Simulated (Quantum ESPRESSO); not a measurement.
## Ge6AlN (input and log of a self-consistent run)

Simulated, not a measurement. The program is pw.x of Quantum ESPRESSO 7.5 (plane-wave density functional theory). The cell is made up: 8 atoms on a zincblende/diamond lattice, with randomly drawn elements, strain and displacements, not relaxed. PseudoDojo standard norm-conserving files (v0.5 for PBE, v0.4.1 for LDA and PBEsol) set the functional; there is no spin polarisation, spin-orbit coupling or dispersion term, and the masses in the input are unused placeholders.

Input:

```
&control calculation='scf', pseudo_dir='./dojo.nc.sr.pbe.v0_5.standard.upf', outdir='./o', disk_io='medium', tprnfor=.true., tstress=.true. /
&system ibrav=0, nat=8, ntyp=3, nbnd=56, ecutwfc=84.00895049, nosym=.true., tot_charge=0,
 occupations='smearing', smearing='fd', degauss=0.0073498644
/
&electrons conv_thr=7.350e-09, electron_maxstep=60, /
ATOMIC_SPECIES
Al 1.0 Al.upf
Ge 1.0 Ge.upf
N 1.0 N.upf
CELL_PARAMETERS angstrom
5.7826 -0.0473 -0.0608
-0.0473 5.792 0.0778
-0.0608 0.0778 5.9193
ATOMIC_POSITIONS angstrom
Ge 0.0077 0.0572 0.1493
Ge -0.0537 2.8888 3.0189
Al 2.8568 0.1313 3.0652
Ge 2.9118 2.9351 -0.0284
N 1.5254 1.5665 1.3008
Ge 1.5171 4.3092 4.439
Ge 4.2961 1.4634 4.4679
Ge 4.1817 4.4881 1.5753
K_POINTS automatic
6 6 6 1 1 1
```

The log is shortened where brackets say so; the opening notice, blank lines, dates and the lines on written files are dropped, and the path of the files is cut. It prints rydbergs, bohrs and kilobars, and counts compression as positive stress.

```
     Program PWSCF v.7.5
     Parallel version (MPI & OpenMP), running on       1 processor cores
     Number of MPI processes:                 1
     Threads/MPI process:                     1
     [start-up lines left out]
     bravais-lattice index     =            0
     lattice parameter (alat)  =      10.9285  a.u.
     unit-cell volume          =    1337.4176 (a.u.)^3
     number of atoms/cell      =            8
     number of atomic types    =            3
     number of electrons       =        92.00
     number of Kohn-Sham states=           56
     kinetic-energy cutoff     =      84.0090  Ry
     charge density cutoff     =     336.0358  Ry
     scf convergence threshold =      7.3E-09
     mixing beta               =       0.7000
     number of iterations used =            8  plain     mixing
     Exchange-correlation= PBE
                           (   1   4   3   4   0   0   0)
     [axes and pseudopotential details left out]
   Cartesian axes
     site n.     atom                  positions (alat units)
         1        Ge     tau(   1) = (   0.0013315   0.0098909   0.0258165  )
         2        Ge     tau(   2) = (  -0.0092857   0.4995233   0.5220199  )
         3        Al     tau(   3) = (   0.4939900   0.0227040   0.5300260  )
         4        Ge     tau(   4) = (   0.5035004   0.5075294  -0.0049108  )
         5        N      tau(   5) = (   0.2637680   0.2708749   0.2249308  )
         6        Ge     tau(   6) = (   0.2623328   0.7451350   0.7675797  )
         7        Ge     tau(   7) = (   0.7428698   0.2530471   0.7725770  )
         8        Ge     tau(   8) = (   0.7230881   0.7760699   0.2723965  )
     number of k points=   108  Fermi-Dirac smearing, width (Ry)=  0.0073
     Number of k-points >= 100: set verbosity='high' to print them.
     Dense  grid:   139047 G-vectors     FFT dimensions: (  64,  64,  72)
     Estimated max dynamical RAM per process >     201.51 MB
     Initial potential from superposition of free atoms
     starting charge      91.9926, renormalised to      92.0000
     Starting wfcs are   62 randomized atomic wfcs
     total cpu time spent up to now is       83.5 secs
     per-process dynamical memory:   121.7 Mb
     Self-consistent Calculation
     iteration #  1     ecut=    84.01 Ry     beta= 0.70
     Davidson diagonalization with overlap
     ethr =  1.00E-02,  avg # of iterations =  3.4
     Threshold (ethr) on eigenvalues was too large:
     Diagonalizing with lowered threshold
     Davidson diagonalization with overlap
     ethr =  8.50E-04,  avg # of iterations =  1.5
     total cpu time spent up to now is      439.2 secs
     total energy              =   -1096.49916336 Ry
     estimated scf accuracy    <       0.77781802 Ry
     iteration #  2     ecut=    84.01 Ry     beta= 0.70
     Davidson diagonalization with overlap
     ethr =  8.45E-04,  avg # of iterations =  7.9
     total cpu time spent up to now is      604.9 secs
     total energy              =   -1096.22031049 Ry
     estimated scf accuracy    <       6.76098657 Ry
     iteration #  3     ecut=    84.01 Ry     beta= 0.70
     Davidson diagonalization with overlap
     ethr =  8.45E-04,  avg # of iterations =  5.4
     total cpu time spent up to now is      841.4 secs
     total energy              =   -1096.93999484 Ry
     estimated scf accuracy    <       0.05141294 Ry
     iteration #  4     ecut=    84.01 Ry     beta= 0.70
     Davidson diagonalization with overlap
     ethr =  5.59E-05,  avg # of iterations =  4.6
     total cpu time spent up to now is     1037.7 secs
     total energy              =   -1096.95010663 Ry
     estimated scf accuracy    <       0.00720895 Ry
     iteration #  5     ecut=    84.01 Ry     beta= 0.70
     Davidson diagonalization with overlap
     ethr =  7.84E-06,  avg # of iterations =  5.8
     total cpu time spent up to now is     1231.1 secs
     total energy              =   -1096.95104032 Ry
     estimated scf accuracy    <       0.00428554 Ry
     [iterations 6 to 7 left out]
     iteration #  8     ecut=    84.01 Ry     beta= 0.70
     Davidson diagonalization with overlap
     ethr =  1.93E-08,  avg # of iterations =  3.5
     total cpu time spent up to now is     1760.6 secs
     total energy              =   -1096.95176277 Ry
     estimated scf accuracy    <       0.00000532 Ry
     iteration #  9     ecut=    84.01 Ry     beta= 0.70
     Davidson diagonalization with overlap
     ethr =  5.78E-09,  avg # of iterations =  2.0
     total cpu time spent up to now is     1968.0 secs
     total energy              =   -1096.95176396 Ry
     estimated scf accuracy    <       0.00000031 Ry
     iteration # 10     ecut=    84.01 Ry     beta= 0.70
     Davidson diagonalization with overlap
     ethr =  3.35E-10,  avg # of iterations =  3.3
     total cpu time spent up to now is     2160.1 secs
     total energy              =   -1096.95176405 Ry
     estimated scf accuracy    <       0.00000010 Ry
     iteration # 11     ecut=    84.01 Ry     beta= 0.70
     Davidson diagonalization with overlap
     ethr =  1.10E-10,  avg # of iterations =  2.0
     total cpu time spent up to now is     2324.0 secs
     total energy              =   -1096.95176407 Ry
     estimated scf accuracy    <       0.00000001 Ry
     iteration # 12     ecut=    84.01 Ry     beta= 0.70
     Davidson diagonalization with overlap
     ethr =  1.16E-11,  avg # of iterations =  2.0
     total cpu time spent up to now is     2520.0 secs
     End of self-consistent calculation
     Number of k-points >= 100: set verbosity='high' to print the bands.
     the Fermi energy is     6.1243 ev
!    total energy              =   -1096.95176407 Ry
     estimated scf accuracy    <          1.0E-09 Ry
     smearing contrib. (-TS)   =      -0.00526424 Ry
     internal energy E=F+TS    =   -1096.94649984 Ry
     The total energy is F=E-TS. E is the sum of the following terms:
     one-electron contribution =    -659.76741967 Ry
     hartree contribution      =     382.83015648 Ry
     xc contribution           =    -269.28115674 Ry
     ewald contribution        =    -550.72807990 Ry
     convergence has been achieved in  12 iterations
     Forces acting on atoms (cartesian axes, Ry/au):
     atom    1 type  2   force =     0.06401670    0.02610122   -0.00601161
     atom    2 type  2   force =     0.02109851    0.01299467   -0.03178579
     atom    3 type  1   force =    -0.03359578    0.02278870   -0.06374797
     atom    4 type  2   force =    -0.01022083   -0.05216455    0.06206199
     atom    5 type  3   force =    -0.00634664   -0.01951812    0.01614966
     atom    6 type  2   force =    -0.06241131    0.02710235   -0.00702762
     atom    7 type  2   force =     0.01451220    0.01149247    0.01558948
     atom    8 type  2   force =     0.01294715   -0.02879674    0.01477186
     Total force =     0.161217     Total SCF correction =     0.000182
     Computing stress (Cartesian axis) and pressure
          total   stress  (Ry/bohr**3)                   (kbar)     P=      -56.93
  -0.00038231   0.00002008   0.00006181          -56.24        2.95        9.09
   0.00002008  -0.00035771  -0.00008124            2.95      -52.62      -11.95
   0.00006181  -0.00008124  -0.00042102            9.09      -11.95      -61.93
     init_run     :     79.82s CPU     83.38s WALL (       1 calls)
     electrons    :   2354.85s CPU   2436.56s WALL (       1 calls)
     forces       :     19.83s CPU     20.17s WALL (       1 calls)
     stress       :     70.46s CPU     71.04s WALL (       1 calls)
     [timing details left out]
     PWSCF        :  42m 5.61s CPU  43m32.73s WALL
     JOB DONE.
```

In other units: free energy -14924.789 eV for the cell, pressure -5.69 GPa, largest force component 1.646 eV/Å. A rerun of a related cell, with the same atoms placed differently, at 1437 eV and a 8 x 8 x 8 mesh moved values by no more than 0.003 eV in energy, 0.02 GPa in stress and 0.004 eV/Å in force.